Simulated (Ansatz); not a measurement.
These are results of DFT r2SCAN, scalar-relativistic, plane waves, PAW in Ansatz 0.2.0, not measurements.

Structure of Ge:

```
Ge
1.0
     4.00346    0.00000    0.00000
    -2.00173    3.46709    0.00000
     0.00000    0.00000   13.15265
Ge
8
Direct
  0.00000 0.00000 0.40684
  0.00000 0.00000 0.59316
  0.00000 0.00000 0.90684
  0.00000 0.00000 0.09316
  0.33333 0.66667 0.34412
  0.66667 0.33333 0.65588
  0.66667 0.33333 0.84412
  0.33333 0.66667 0.15588
```

Settings: cutoff 500 eV, Γ-centred mesh 12×12×4 on the computed 8-atom cell, Gaussian smearing of 0.01 eV; no spin polarisation.

Levels along Γ–M–K–Γ–A–L–H–A | L–M | H–K, in eV from a zero inside the gap, sorted by energy at each point. Points in fractions of the primitive reciprocal vectors: Γ (0.000 0.000 0.000), M (0.500 0.000 0.000), K (0.333 0.333 0.000), A (0.000 0.000 0.500), L (0.500 0.000 0.500), H (0.333 0.333 0.500).
```csv
point,"k (1/Å, with 2π)",band 53,band 54,band 55,band 56,band 57,band 58,band 59
Γ,0.000,-1.06,-0.29,-0.14,-0.14,0.14,0.20,0.62
-,0.129,-1.20,-1.19,-0.40,-0.25,0.72,1.02,1.16
-,0.259,-1.53,-1.51,-0.71,-0.53,1.34,1.48,1.58
-,0.388,-1.89,-1.89,-1.16,-0.88,1.22,1.47,1.59
-,0.518,-2.23,-2.21,-1.64,-1.21,0.91,1.12,1.42
-,0.647,-2.50,-2.48,-1.98,-1.47,0.65,0.73,1.13
-,0.777,-2.66,-2.64,-2.08,-1.64,0.43,0.49,0.82
M,0.906,-2.69,-2.69,-2.08,-1.69,0.32,0.44,0.67
-,0.981,-2.78,-2.59,-2.10,-1.89,0.49,0.54,0.85
-,1.056,-2.96,-2.53,-2.33,-2.17,0.76,0.86,1.34
-,1.130,-3.10,-2.83,-2.47,-2.28,0.97,1.23,2.02
-,1.205,-3.29,-3.14,-2.44,-2.41,1.15,1.55,2.62
-,1.280,-3.67,-3.12,-2.64,-2.36,1.29,1.83,2.65
-,1.355,-3.83,-3.06,-2.85,-2.32,1.40,2.09,2.62
K,1.429,-3.77,-2.99,-2.99,-2.31,1.44,2.34,2.34
-,1.579,-3.76,-2.89,-2.79,-2.38,1.36,2.05,2.75
-,1.728,-3.20,-2.92,-2.59,-2.28,1.42,2.15,2.85
-,1.878,-2.90,-2.89,-2.42,-1.71,1.78,2.48,2.58
-,2.027,-2.74,-2.21,-1.63,-1.18,2.17,2.18,2.36
-,2.177,-1.93,-1.59,-0.86,-0.74,1.75,1.76,1.94
-,2.326,-1.33,-1.14,-0.42,-0.32,0.86,1.15,1.29
Γ,2.476,-1.06,-0.29,-0.14,-0.14,0.14,0.20,0.62
-,2.510,-1.01,-0.47,-0.15,-0.15,0.14,0.37,0.60
-,2.544,-0.93,-0.79,-0.17,-0.17,0.14,0.56,0.63
-,2.578,-0.84,-0.84,-0.21,-0.21,0.16,0.50,0.88
-,2.612,-0.76,-0.76,-0.27,-0.27,0.18,0.44,1.08
-,2.646,-0.67,-0.67,-0.34,-0.34,0.21,0.39,1.20
-,2.680,-0.58,-0.58,-0.41,-0.41,0.25,0.34,1.25
A,2.714,-0.49,-0.49,-0.49,-0.49,0.29,0.29,1.28
-,2.844,-0.94,-0.94,-0.60,-0.60,0.87,0.87,1.73
-,2.973,-1.44,-1.44,-0.89,-0.89,1.30,1.30,2.00
-,3.103,-1.69,-1.69,-1.24,-1.24,0.98,0.98,2.01
-,3.232,-1.93,-1.93,-1.57,-1.57,0.73,0.73,1.76
-,3.362,-2.27,-2.27,-1.83,-1.83,0.67,0.67,1.53
-,3.491,-2.65,-2.65,-1.99,-1.99,0.70,0.70,1.42
L,3.620,-2.84,-2.84,-2.05,-2.05,0.72,0.72,1.40
-,3.695,-2.90,-2.90,-2.12,-2.12,0.90,0.90,1.54
-,3.770,-3.06,-3.06,-2.26,-2.26,1.37,1.37,1.83
-,3.845,-3.28,-3.28,-2.37,-2.37,1.88,1.88,1.97
-,3.920,-3.36,-3.36,-2.46,-2.46,1.76,1.76,2.40
-,3.994,-3.30,-3.30,-2.56,-2.56,1.60,1.60,2.65
-,4.069,-3.19,-3.19,-2.68,-2.68,1.49,1.49,2.78
H,4.144,-3.12,-3.12,-2.75,-2.75,1.45,1.45,2.83
-,4.293,-3.36,-3.36,-2.48,-2.48,1.57,1.57,2.67
-,4.443,-3.37,-3.37,-2.07,-2.07,1.71,1.71,2.60
-,4.592,-2.79,-2.79,-1.73,-1.73,1.63,1.63,2.83
-,4.742,-2.07,-2.07,-1.50,-1.50,1.64,1.64,2.54
-,4.891,-1.51,-1.51,-1.14,-1.14,1.73,1.73,2.04
-,5.040,-1.01,-1.01,-0.67,-0.67,1.01,1.01,1.82
A,5.190,-0.49,-0.49,-0.49,-0.49,0.29,0.29,1.28
L,5.190,-2.84,-2.84,-2.05,-2.05,0.72,0.72,1.40
-,5.224,-2.91,-2.74,-2.14,-1.96,0.70,0.73,1.26
-,5.258,-2.92,-2.60,-2.23,-1.89,0.67,0.72,1.09
-,5.292,-2.88,-2.46,-2.33,-1.82,0.62,0.67,0.91
-,5.327,-2.82,-2.42,-2.31,-1.76,0.55,0.60,0.77
-,5.361,-2.76,-2.52,-2.19,-1.73,0.44,0.52,0.70
-,5.395,-2.71,-2.61,-2.11,-1.70,0.35,0.46,0.68
M,5.429,-2.69,-2.69,-2.08,-1.69,0.32,0.44,0.67
H,5.429,-3.12,-3.12,-2.75,-2.75,1.45,1.45,2.83
-,5.463,-3.27,-2.96,-2.76,-2.76,1.47,1.47,2.52
-,5.497,-3.41,-2.80,-2.79,-2.79,1.55,1.55,2.23
-,5.531,-3.53,-2.83,-2.83,-2.64,1.66,1.66,1.97
-,5.565,-3.63,-2.89,-2.89,-2.51,1.75,1.82,1.82
-,5.599,-3.71,-2.94,-2.94,-2.40,1.58,2.01,2.01
-,5.634,-3.75,-2.97,-2.97,-2.33,1.48,2.21,2.21
K,5.668,-3.77,-2.99,-2.99,-2.31,1.44,2.34,2.34
```

This form isn't the element's structure at ambient conditions.

Cost: 1 run of about 14 core-minutes, on AMD EPYC 7R43 (Zen 3) (shared hosts).